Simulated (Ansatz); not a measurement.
Values for one crystal, relaxed and computed with LDA in the plane-wave PAW code Ansatz; other levels are named.

```yaml
volume_per_atom: 14.26 Å³
electronic_character: metallic (no gap)
highest_zone_centre_frequency: 225 cm⁻¹
Formation energy from the elements (no fitted shifts): -0.72 eV/atom
Poisson's ratio: 0.32
Elastic constants (relaxed ions, GPa): C11 = 382, C12 = 211, C44 = 135
hill_bulk_and_shear_moduli: 268 and 112 GPa
```

Problem. Which of these materials gives this?
A. In2Pt, fluorite or antifluorite type
B. AlIr, CsCl type
C. InPt3, Cu3Au type
D. AlPt3, Cu3Au type

Solution. D, AlPt3, Cu3Au type

Space group Pm-3m (Cu3Au type). The workflow started from a Materials Project entry (that database holds measured and hypothetical structures alike); the Crystallography Open Database copy checked does not list it. Its standing as an ambient phase is unchecked. The LDA relaxation kept the symmetry of its start; its stability against distortions is not shown here. No spin polarisation was allowed. As this level gives no gap, shear constants depend on the k-mesh and smearing (Fermi–Dirac, 0.1 eV here). As this level gives no gap, phonon frequencies hold no LO–TO term and depend on the k-mesh and smearing (Fermi–Dirac, 0.1 eV here). The references are the lowest solids computed at this level, not always the standard phases. Spin–orbit coupling is left out wherever it is not named.

Potentials: the later of the program's two PAW sets.
